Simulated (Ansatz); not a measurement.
Consider the following.

Mo:
Space group Im-3m (No. 229); a = b = c = 3.112 Å, α = β = γ = 90.00°

| atom | site | symmetry | x | y | z |
|---|---|---|---|---|---|
| Mo | 2a | m-3m | 0.0000 | 0.0000 | 0.0000 |
(The calculation used a cell of 1 atom; values per cell refer to that cell.)

This is the LDA-relaxed structure.

Question: All from LDA in the plane-wave PAW code Ansatz, unless another level is named. Estimate the Poisson's ratio.

Answer: 0.31.

Question: Next, the elastic constants (relaxed ions, GPa)?

Answer: C11 = 511, C12 = 183, C44 = 106.

The cell was relaxed with LDA under the symmetry of its start. The run is not spin-polarised. As this level gives no gap, shear constants depend on the k-mesh and smearing (Fermi–Dirac, 0.1 eV here).

Potentials: the earlier of the program's two PAW sets. The files were generated under PBE; for other functionals the program regenerates the frozen cores, and for LDA and PBEsol the local potential too.
